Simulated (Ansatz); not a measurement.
Relaxed-ion elastic tensor of Ga2O3 in space group Cmcm (No. 63; Ga on 4c, Ga on 4a, O on 8f, O on 4c) in GPa (Voigt order), r²SCAN (plane waves, PAW; program Ansatz); density 6.75 g/cm³, 9.22 Å³ per atom.

|  | 1 | 2 | 3 | 4 | 5 | 6 |
|---|---|---|---|---|---|---|
| 1 | 554 | 94.3 | 121 | 0.0 | 0.0 | 0.0 |
| 2 | 94.3 | 411 | 113 | 0.0 | 0.0 | 0.0 |
| 3 | 121 | 113 | 234 | 0.0 | 0.0 | 0.0 |
| 4 | 0.0 | 0.0 | 0.0 | 39.9 | 0.0 | 0.0 |
| 5 | 0.0 | 0.0 | 0.0 | 0.0 | -248 | 0.0 |
| 6 | 0.0 | 0.0 | 0.0 | 0.0 | 0.0 | -576 |

### Question
Is the crystal mechanically stable?

### Answer
No: the smallest eigenvalue of C is -576 GPa.

The first step of the workflow began from a Materials Project structure, measured or hypothetical; the Crystallography Open Database copy checked does not list it. It is not the phase usual at ambient conditions (space group No. 12, 167). The r²SCAN relaxation kept the symmetry of its start. At this level the phase is dynamically unstable (imaginary phonons).

Potentials: the earlier of the program's two PAW sets. The files were generated under PBE; for other functionals the program regenerates the frozen cores, and for LDA and PBEsol the local potential too.
